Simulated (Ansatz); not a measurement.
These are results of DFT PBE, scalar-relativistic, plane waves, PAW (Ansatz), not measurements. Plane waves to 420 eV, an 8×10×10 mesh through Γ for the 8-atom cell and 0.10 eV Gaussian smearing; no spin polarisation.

Formation energies are uncorrected and refer to the elements' standard structures at the same level.

Task: Suggest a trial structure for an orthorhombic metal with formula TiSi6Mo, with a formation energy near −0.14 eV/atom and about 15 Å³ per atom, in a cell of 8 atoms.

Result: TiSi6Mo, space group Amm2 (No. 38). Around Ti lie 10 Si at 2.60–2.75 Å and 2 Mo at 3.37 Å; around Si on its first site lie 1 Si at 2.39 Å, 2 Ti at 2.60 Å and 4 Si at 2.60 Å; Si on its second site is surrounded by 1 Si at 2.39 Å, 2 Mo at 2.55 Å, 4 Si at 2.61 Å and 2 Si at 2.83 Å; around Mo lie 10 Si at 2.52–2.74 Å and 2 Ti at 3.37 Å; 4 more sites not described.

```
Ti Si Mo
1.0
     3.89988    0.00000    0.00000
     0.00000    1.71881    8.73165
     0.00000   -1.71881    8.73165
Ti Si Mo
1 6 1
Cartesian
  0.0000 0.0000 1.3459
  0.0000 0.0000 12.0288
  0.0000 0.0000 14.4146
  1.9499 0.0000 5.4800
  1.9499 0.0000 3.1452
  0.0000 0.0000 7.9259
  1.9499 0.0000 9.4557
  1.9499 0.0000 16.0572
```

The volume per atom is 14.63 Å³ and the density is 4.43 g/cm³. The energy over the elements is −0.14 eV/atom and the gap on the 8×10×10 mesh of the 8-atom cell is 0 eV (a metal).

The cell was found from a proposed guess, not taken from experiment. The answer needn't be unique; the calculation gave this one.

A later test with randomly moved atoms ended 4 meV/atom lower, in Cm at a loose tolerance, which is no clear verdict on its stability.
